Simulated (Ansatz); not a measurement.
ZrHg3, DFT, PBEsol, all-electron LAPW, scalar-relativistic (Ansatz 0.2.0), run on 1 thread of Arm Neoverse V1 on a shared host.

The geometry is COD entry 1522700, unchecked; take it as a test cell. The listed cell was then made from it by scaling, straining or moving an atom.

Command: `ansatz run input.yaml --threads 1 --pin off --max-ram 4096MiB --backend cpu --events-out ev --progress --plain --runs-dir out`

```yaml
crystal:
  lattice:
    - [4.4508138924, 0.0, 0.0]
    - [0.0, 4.4508138924, 0.0]
    - [0.0, 0.0, 4.4508138924]
  atoms:
    - { symbol: Zr, position: [0.0, 0.0, 0.0] }
    - { symbol: Hg, position: [0.0, 0.5, 0.5] }
    - { symbol: Hg, position: [0.5, 0.0, 0.5] }
    - { symbol: Hg, position: [0.5, 0.5, 0.0] }
kpoints:
  mp_grid: { grid: [8, 8, 8] }
  band_path:
    path:
      - [0.0, 0.0, 0.0]
      - [0.0, 0.5, 0.0]
      - [0.5, 0.5, 0.0]
      - [0.0, 0.0, 0.0]
      - [0.5, 0.5, 0.5]
      - [0.0, 0.5, 0.0]
      - [0.5, 0.5, 0.5]
      - [0.5, 0.5, 0.0]
    npoints: 5
scf:
  occupations: { method: fermi_dirac, width: 0.05 }
hamiltonian:
  xc: pbesol
  pseudopotentials: { kind: all_electron, lapw: { basis_error: 0.0005 } }
output:
  forces: true
  stress: true
  eigenvalues: true
```

(1) How large is the problem that the program sets up?

(2) About how long does it take, and how much memory does it use?

Results:

(1) 35 irreducible k-points, 619 plane waves at Γ, 75 bands.

(2) 110 s of wall time for 11 SCF iterations, with a peak of 0.62 GiB. Times on shared machines scatter by tens of per cent.
